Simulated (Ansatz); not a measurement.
FeCoC4N4, before and after

Recipe of this trial structure of FeCoC4N4: two interpenetrating cyanide-bridged diamond nets (P-43m, No. 215). Lengths were set from tabulated atomic sizes, so they are only a guess.

start.cif

```cif
data_structure
_symmetry_space_group_name_H-M 'P-43m'
_symmetry_Int_Tables_number 215
_cell_length_a 5.9086
_cell_length_b 5.9086
_cell_length_c 5.9086
_cell_angle_alpha 90.000
_cell_angle_beta 90.000
_cell_angle_gamma 90.000
_cell_volume 206.28
loop_
_atom_site_label
_atom_site_type_symbol
_atom_site_symmetry_multiplicity
_atom_site_Wyckoff_symbol
_atom_site_fract_x
_atom_site_fract_y
_atom_site_fract_z
_atom_site_occupancy
Fe1 Fe 1 b 0.50000 0.50000 0.50000 1
Co1 Co 1 a 0.00000 0.00000 0.00000 1
C1 C 4 e 0.18732 0.18732 0.18732 1
N1 N 4 e 0.30164 0.30164 0.30164 1
```

Method: Ansatz 0.2.0, DFT PBE, scalar-relativistic, plane waves, PAW. Cutoff 420 eV, Gaussian smearing, Γ-centred meshes. Cell and atoms relax first on a coarse mesh and then on a finer one. In between, the cell is made exact in the group found at 0.06 Å. In metals the finer mesh still leaves noise of several meV/atom or more. The steps can't lower the symmetry of their start. Collinear spin, starting moments Fe 4.0; Co 3.0 μB.

end.cif

```cif
data_structure
_symmetry_space_group_name_H-M 'P-43m'
_symmetry_Int_Tables_number 215
_cell_length_a 5.8102
_cell_length_b 5.8102
_cell_length_c 5.8102
_cell_angle_alpha 90.000
_cell_angle_beta 90.000
_cell_angle_gamma 90.000
_cell_volume 196.14
loop_
_atom_site_label
_atom_site_type_symbol
_atom_site_symmetry_multiplicity
_atom_site_Wyckoff_symbol
_atom_site_fract_x
_atom_site_fract_y
_atom_site_fract_z
_atom_site_occupancy
Fe1 Fe 1 b 0.50000 0.50000 0.50000 1
Co1 Co 1 a 0.00000 0.00000 0.00000 1
C1 C 4 e 0.19030 0.19030 0.19030 1
N1 N 4 e 0.30701 0.30701 0.30701 1
```

The symmetry stays P-43m (No. 215). The volume per atom shrinks by 4.9 %, from 20.6 to 19.6 Å³. The shortest distance stays 1.17 Å (C–N).

```yaml
Volume_per_atom: 19.61 Å³
Density: 1.85 g/cm³
Formation_energy: +0.44 eV/atom
Gap_on_the_8×8×8_mesh_of_the_10-atom_cell: 0 eV (a metal)
Net_moment_per_atom: 0.70 μB
Moment_by_site: Fe 3.3; Co 1.9 μB
```

Formation energies are uncorrected and refer to the elements' standard structures at the same level (N₂ as a molecule). It can't be a ground state, since the elements alone are lower.

The last run used collinear spin and Gaussian smearing of 0.10 eV. In such compounds of Co and Fe a zero gap at this level may well be an artefact, since no Hubbard U is applied. The reference form of C is held partly by dispersion forces, which this level lacks. Another magnetic order may lie lower. A structure relaxed within its symmetry needn't be a true minimum. In all, the 4 runs took 20 min on 1 thread of Intel(R) Xeon(R) Processor @ 2.50GHz (Skylake/Cascade Lake), with other jobs on the host.
